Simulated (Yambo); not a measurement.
G0W0@LDA for ZnO (wurtzite, space group P6_3mc, No. 186) in Yambo. Reference settings: 6×6×4 Γ-centred k mesh, bands 9 to 125 and a 10 Ry block in the screening, 125 bands in G with the Bruneval-Gonze terminator, plasmon pole fitted at 27.2 eV. The LDA gap Γ → Γ on this mesh is 0.87 eV; G0W0 gaps are taken between the same points.

With and without the terminator, as bands are cut:

```
bands in G (in W)  gap, terminator (eV)  gap, none (eV)  valence shift, terminator (eV)  valence shift, none (eV)
-----------------  --------------------  --------------  ------------------------------  ------------------------
55 (125)                          2.641           2.326                          -1.078                    -0.436
84 (125)                          2.603           2.375                          -1.050                    -0.656
125 (125)                         2.584           2.436                          -1.032                    -0.798
```

Over this range the gap spans 0.057 eV with the terminator and 0.110 eV without, the valence shift 0.046 eV and 0.362 eV. Neither column has reached its limit for certain.

Geometry relaxed with LDA; primitive cell a = b = 3.1845 Å, c = 5.1459 Å, α = β = 90.00°, γ = 120.00°.

A shift is the quasiparticle energy of the state minus its LDA energy.
